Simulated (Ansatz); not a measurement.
## Two inputs for Mg₂Al₃CrS₈

This input was run with Ansatz:

```yaml
crystal:
  lattice:
    - [3.6088537671, 2.0835726939, 5.9260417481]
    - [-3.6088537671, 2.0835726939, 5.9260417481]
    - [0.0, -4.1671453878, 5.9260417481]
  atoms:
    - { symbol: Mg, position: [0.87449329, 0.87449329, 0.87449329] }
    - { symbol: Mg, position: [0.12550671, 0.12550671, 0.12550671] }
    - { symbol: Al, position: [0.0, 0.5, 0.5] }
    - { symbol: Al, position: [0.5, 0.5, 0.0] }
    - { symbol: Al, position: [0.5, 0.0, 0.5] }
    - { symbol: Cr, position: [0.5, 0.5, 0.5], spin: 3.0 }
    - { symbol: S, position: [0.28739412, 0.73727834, 0.73727834] }
    - { symbol: S, position: [0.26272166, 0.26272166, 0.71260588] }
    - { symbol: S, position: [0.26179349, 0.26179349, 0.26179349] }
    - { symbol: S, position: [0.26272166, 0.71260588, 0.26272166] }
    - { symbol: S, position: [0.73820651, 0.73820651, 0.73820651] }
    - { symbol: S, position: [0.73727834, 0.28739412, 0.73727834] }
    - { symbol: S, position: [0.71260588, 0.26272166, 0.26272166] }
    - { symbol: S, position: [0.73727834, 0.73727834, 0.28739412] }
magnetization:
  spin_polarized: true
kpoints:
  mp_grid: { grid: [5, 5, 5] }
scf:
  occupations: { method: fermi_dirac, width: 0.02 }
hamiltonian:
  xc: pbe
  pseudopotentials: { kind: paw }
output:
  forces: true
  stress: true
  populations: true
  efg:
    quadrupole_moments_barn: { Mg: 0.1994, Al: 0.1466, Cr: -0.15, S: -0.0694 }
    contact_densities: true
basis:
  ecutwfc: "200 eV"
```

```sh
ansatz run input.yaml --threads 1 --pin off --max-ram 3072MiB --backend cpu --events-out ev --progress --plain --runs-dir out
```

It converged. Of its output the block on the nuclei alone is shown, without the SCF iterations, energies, forces and stress (one atom of each set):

```
--- PAW observables at the nuclei: V_zz in 10²¹ V/m², potentials from the cell's mean, atoms counted from 1 ---
  atom   1  Mg V_zz =    -0.101371   η = 0.0000   by run symmetry: allowed   C_q = -0.4888 MHz
            electrostatic potential = -1098.176393 V   contact ρ = 7799.331194 e/Å³   contact ρ_s (e/Å³): all electrons +0.091438, valence +0.092198
  atom   3  Al V_zz =    -0.370372   η = 0.0694   by run symmetry: allowed   C_q = -1.3129 MHz
            electrostatic potential = -1226.190612 V   contact ρ = 10081.324408 e/Å³   contact ρ_s (e/Å³): all electrons +0.434600, valence +0.435610
  atom   6  Cr V_zz =    -0.828620   η = 0.0000   by run symmetry: allowed   C_q = +3.0054 MHz
            electrostatic potential = -2844.147440 V   contact ρ = 76322.438513 e/Å³   contact ρ_s (e/Å³): all electrons -2.034168, valence +1.620392
  atom   7  S  V_zz =    +2.284111   η = 0.7122   by run symmetry: allowed   C_q = -3.8329 MHz
            electrostatic potential = -1632.607420 V   contact ρ = 19765.133847 e/Å³   contact ρ_s (e/Å³): all electrons -0.156843, valence -0.164565
  atom   9  S  V_zz =    -1.139690   η = 0.0000   by run symmetry: allowed   C_q = +1.9125 MHz
            electrostatic potential = -1632.801318 V   contact ρ = 19764.752975 e/Å³   contact ρ_s (e/Å³): all electrons +0.143145, valence +0.147152
```

Question: Can these gradients be trusted, and how do they compare with a run on standard settings?

Answer: Not as converged values. Against the standard input the change is `basis.ecutwfc`: not typed → 200 eV. A site carries the number of its first atom; V_zz in 10²¹ V/m².

| site | V_zz standard | η standard | V_zz here | η here |
| --- | --- | --- | --- | --- |
| Mg | -0.087 | 0.00 | -0.10 | 0.00 |
| Al | -0.34 | 0.04 | -0.37 | 0.07 |
| Cr | -0.67 | 0.00 | -0.83 | 0.00 |
| S7 | -1.64 | 0.81 | 2.28 | 0.71 |
| S9 | -1.22 | 0.00 | -1.14 | 0.00 |

The largest change of V_zz along a kept axis is on Cr, from -0.67 to -0.83. The whole tensor moves most on S7, by 0.85 along its most changed direction. In per cent, |V_zz| changes by +23 on Cr, -7 on S (all sites that start above 0.5, bar those whose gradient vanishes or changes sign or whose main axis turns by over 40°). On S7 the largest principal value lies along another axis in the second run, so the two V_zz can't be compared directly. SCF iterations: 12 and 11. New warnings: cutoff below recommended. In the changed run the cutoff of 200 eV lies below the one recommended for these PAW files, so its values aren't converged ones.

On the reference run: All moments are parallel here, as the start or the cell imposes; many such compounds order antiparallel, where fields and spin densities carried over to other atoms largely cancel. The magnetic order is the one that the run reached from its start moments, not necessarily the measured one.
